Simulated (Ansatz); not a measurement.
Consider the following.

BeTe:
```yaml
crystal:
  lattice:
    - [0.00000, 2.82843, 2.82843]
    - [2.82843, 0.00000, 2.82843]
    - [2.82843, 2.82843, 0.00000]
  atoms:
    - { symbol: Be, position: [0.00000, 0.00000, 0.00000] }
    - { symbol: Te, position: [0.25000, 0.25000, 0.25000] }
```

This is the r²SCAN-relaxed structure.

Problem. All from plane-wave PAW r²SCAN (Ansatz code), unless another level is named. Give the electron effective mass with spin–orbit coupling.

Solution. 0.25, 0.25, 2.1 mₑ (principal values).

Problem. Predict the hole effective mass, band 3 of 3 at the edge.

Solution. 0.21 along [100], 0.14 along [110], 0.12 along [111] (mₑ).

Problem. What about the smallest direct gap on the standard path?

Solution. 4.04 eV.

Problem. Give the conduction-band minimum.

Solution. at X (3 equivalent valleys).

Space group F-43m (zinc blende). The r²SCAN relaxation kept the symmetry of its start. Spin–orbit coupling is left out wherever it is not named.

Potentials: the earlier of the program's two PAW sets. The files were generated under PBE; for other functionals the program regenerates the frozen cores, and for LDA and PBEsol the local potential too.
